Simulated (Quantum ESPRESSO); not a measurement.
# Planted mistakes on one cell of ZnMgGaSe2SCl

The results below are calculated, not measured. They come from pw.x of Quantum ESPRESSO 7.5, a plane-wave density functional program, with PseudoDojo standard norm-conserving files (v0.5 for PBE, v0.4.1 for LDA and PBEsol). The cells are made up: elements, strain and atom displacements were drawn at random, and nothing was relaxed. There is no spin polarisation, spin-orbit coupling or dispersion term.

The cell has 8 sites of a wurtzite lattice (rectangular cell). Sites 1 to 4 hold Zn empty Mg Ga; sites 5 to 8 hold Se Se S Cl. Cell vectors in Å: (3.877, -0.016, -0.009); (-0.028, 6.801, -0.075); (-0.015, -0.071, 6.269). Settings: PBE, cutoff 1170 eV, 5 x 4 x 4 k mesh shifted by half a step, Fermi-Dirac smearing of 0.025 eV.

The intended run has a self-consistency threshold of 1e-07 eV, a smearing term of 0.000 eV, a pressure of 5.99 GPa and 10 iterations. Each further run changes one thing: all lengths scaled by 1.0052; atoms of sites 4 and 6 exchanged; cutoff 816 eV; files of PBEsol; k mesh 2 x 2 x 2; one electron added; smearing 0.76 eV; threshold 0.1 eV. A coarse mesh keeps the shift, and a charged cell sits in a uniform background.

| run | change of free energy (eV) | smearing term -TS (eV) | change of P (GPa) | largest change of a force component (eV/Å) | iterations |
| --- | --- | --- | --- | --- | --- |
| A | -0.088 | 0.000 | -1.08 | 0.107 | 10 |
| B | 4.288 | -0.005 | 4.69 | 3.768 | 12 |
| C | 0.012 | 0.000 | -1.05 | 1.259 | 4 |
| D | 16.907 | 0.000 | -2.52 | 0.137 | 10 |
| E | 8.169 | -0.008 | 14.71 | 1.274 | 11 |
| F | 4.933 | 0.000 | -46.50 | 0.015 | 10 |
| G | -0.643 | 0.000 | -0.72 | 0.096 | 10 |
| H | -0.791 | -2.567 | 1.84 | 0.489 | 11 |

A rerun of the intended cell at 1467 eV and k mesh 7 x 6 x 6 moved values by no more than 0.007 eV in the cell's energy, 0.07 GPa in stress and 0.006 eV/Å in force.

Question: which change belongs to which run?

## Worked reading

Run C has the fewest iterations, as a run stopped early does. Run H has the largest smearing term, as wide smearing gives. Run F has a higher energy and the largest fall in pressure, as too small a basis gives. Run A changes the volume by a factor of 1.0157; minus its pressure change over the logarithm of that factor, 69 GPa, is a rough bulk modulus with clamped atoms. Energies from files of another functional, or of a charged cell, have another zero and say nothing on stability; the pressure of a charged cell rests on the program's zero of potential too.

## Key

```
run                            change
  A      all lengths scaled by 1.0052
  B  atoms of sites 4 and 6 exchanged
  C                  threshold 0.1 eV
  D                   files of PBEsol
  E                one electron added
  F                     cutoff 816 eV
  G                  k mesh 2 x 2 x 2
  H                  smearing 0.76 eV
```